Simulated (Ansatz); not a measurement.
Values for one crystal, relaxed and computed with the program Ansatz at the PBEsol level (PAW); other levels are named.

| Quantity | Value |
|---|---|
| Volume per atom | 14.35 Å³ |
| Electronic character | metallic (no gap) |
| Bulk modulus (Birch–Murnaghan fit) | 266 GPa |
| Zone-centre stability | no imaginary mode at Γ |
| Hill bulk and shear moduli | 267 and 143 GPa |
| Mechanical stability | stable (all eigenvalues of C positive) |
| Density of states at the Fermi level | 0.19 states/eV per atom (mean over ±0.08 eV) |

### Question
Pick the material that matches.
(A) AlNi, CsCl type
(B) MgTl, CsCl type
(C) ZnCu, CsCl type
(D) TiOs, CsCl type

### Answer
D, TiOs, CsCl type

Space group Pm-3m (CsCl type). The first step of the workflow began from a Materials Project structure, measured or hypothetical; the Crystallography Open Database files this formula in space group No. 221, but the cells were not matched. Its standing as an ambient phase is unchecked. Symmetry was held in the PBEsol relaxation. The run is not spin-polarised. As this level gives no gap, shear constants depend on the k-mesh and smearing (Fermi–Dirac, 0.1 eV here). Spin–orbit coupling is left out wherever it is not named.

Potentials: the later of the program's two PAW sets.
